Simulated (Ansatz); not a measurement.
RuW (L1₀ or tetragonal B2, P4/mmm) at seven volumes, plane-wave PAW PBE (Ansatz code), shape and atoms relaxed at each. One row is withheld.

```
V (Å³/atom)  P (GPa)
-----------  -------
13.643         35.30
14.092         21.59
14.542             ?
14.992          0.00
15.442         -8.40
15.891        -15.52
16.341        -21.54
```

**Question.** Fit the shown pressures and predict the withheld one.

**Answer.** Third-order Birch–Murnaghan: P = (3/2)B₀(x^(7/2) − x^(5/2))[1 + (3/4)(B′ − 4)(x − 1)] with x = (V₀/V)^(2/3). Least squares on the six rows gives V₀ = 14.992 Å³/atom, B₀ = 303.2 GPa, B′ = 4.47. At V = 14.542, x = 1.0205 and P = 9.89 GPa. The run itself gave 9.92 GPa.

A made-up cell: these elements were put on the sites of a structure type; neither database checked (COD, Materials Project) lists it. Whether it is the stable phase at ambient conditions was not checked. The PBE relaxation kept the symmetry of its start; its stability against distortions is not shown here. The run is not spin-polarised. Spin–orbit coupling is left out wherever it is not named.

Potentials: the earlier of the program's two PAW sets.
